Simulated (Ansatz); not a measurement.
CH in its lowest state found on the top face of a (001) slab of Si$_{2}$W (I4/mmm (No. 139)), 6 planes, outer planes Si (top) and Si (bottom); 1 a cell of 40.78 Å², its atoms last:

```yaml
crystal:
  lattice:
    - [6.38609, 0.00000, 0.00000]
    - [0.00000, 6.38609, 0.00000]
    - [0.00000, 0.00000, 26.58635]
  atoms:
    - { symbol: Si, position: [0.50000, 0.00000, 0.31971] }
    - { symbol: Si, position: [0.50000, 0.50000, 0.31971] }
    - { symbol: Si, position: [0.00000, 0.00000, 0.31971] }
    - { symbol: Si, position: [0.00000, 0.50000, 0.31971] }
    - { symbol: W, position: [0.25000, 0.75000, 0.36837] }
    - { symbol: W, position: [0.25000, 0.25000, 0.36837] }
    - { symbol: W, position: [0.75000, 0.75000, 0.36837] }
    - { symbol: W, position: [0.75000, 0.25000, 0.36837] }
    - { symbol: Si, position: [0.50000, 0.00000, 0.41703] }
    - { symbol: Si, position: [0.50000, 0.50000, 0.41703] }
    - { symbol: Si, position: [0.00000, 0.00000, 0.41703] }
    - { symbol: Si, position: [0.00000, 0.50000, 0.41703] }
    - { symbol: Si, position: [0.75000, 0.75538, 0.46532] }
    - { symbol: Si, position: [0.75000, 0.24462, 0.46532] }
    - { symbol: Si, position: [0.25000, 0.74770, 0.46420] }
    - { symbol: Si, position: [0.25000, 0.25230, 0.46420] }
    - { symbol: W, position: [0.50249, 0.50000, 0.51394] }
    - { symbol: W, position: [0.49622, 0.00000, 0.51351] }
    - { symbol: W, position: [0.99751, 0.50000, 0.51394] }
    - { symbol: W, position: [0.00378, 0.00000, 0.51351] }
    - { symbol: Si, position: [0.75000, 0.75025, 0.56443] }
    - { symbol: Si, position: [0.75000, 0.24975, 0.56443] }
    - { symbol: Si, position: [0.25000, 0.72776, 0.55947] }
    - { symbol: Si, position: [0.25000, 0.27224, 0.55947] }
    - { symbol: C, position: [0.25000, 0.00000, 0.58196] }
    - { symbol: H, position: [0.25000, 0.00000, 0.62347] }
```

The calculation used Ansatz 0.2.0, DFT PBE+D3(BJ), scalar-relativistic, plane waves, PAW. Cutoff 420 eV; k points 5×5×1 on the computed 26-atom cell (Γ-centred); Gaussian smearing, width 0.10 eV; no spin polarisation. A dipole correction removes the field between periodic images along c.

The clean top face has a work function of 4.51 eV. Adsorption changes the slab's dipole along +c by Δp = +0.0942 e·Å a cell (+0.45 D an adsorbate).

Q: What change of work function does the Helmholtz equation give?

A: A sheet of dipoles makes a step in an electron's potential energy of −e·Δp/(ε0·A), and e/ε0 = 180.95 eV·Å for Δp in e·Å: −180.95 × (0.0942)/40.78 = -0.42 eV. This is the change of φ(top) − φ(bottom). If the bottom face is unmoved, φ(top) becomes 4.09 eV.

Q: How does that compare with the calculation?

A: φ(top) changes by -0.41 eV and φ(bottom) by +0.01 eV, so their difference changes by -0.42 eV. The bottom face hardly moves.

Q: What does the sign say about the electrons?

A: The change of dipole points out of the surface, so the work function falls. The molecule's own dipole can set this sign. Δp also holds the adsorbate's own dipole and the moves of the surface atoms, so it isn't a charge transfer alone.

Spin-orbit coupling is left out, which matters for the bands of heavy elements.